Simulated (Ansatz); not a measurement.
Values for one crystal, relaxed and computed with plane-wave PAW PBE (Ansatz code); other levels are named.

| Item | Value |
|---|---|
| Volume per atom | 28.40 Å³ |
| Electronic character | metallic (no gap) |
| Bulk modulus (Birch–Murnaghan fit) | 70.3 GPa |
| Gap with spin–orbit coupling | none (metallic) |
| Density of states at the Fermi level | 1.6 states/eV per atom (mean over ±0.08 eV) |
| Pressure derivative B′ | 3.2 |

Which of these materials gives this?
A) Re, diamond
B) Ta, diamond
C) V, diamond
D) Ir, fcc (Cu type)

B, Ta, diamond

Space group Fd-3m (diamond). The start of the workflow was typed in or built on a structure type; neither database checked (COD, Materials Project) lists it. It is not the phase usual at ambient conditions (space group No. 229). The PBE relaxation kept the symmetry of its start; whether a distortion lowers the energy is not shown. The run is not spin-polarised. Scalar-relativistic: spin–orbit coupling is off unless named, which matters more the heavier the elements.

Potentials: the earlier of the program's two PAW sets.
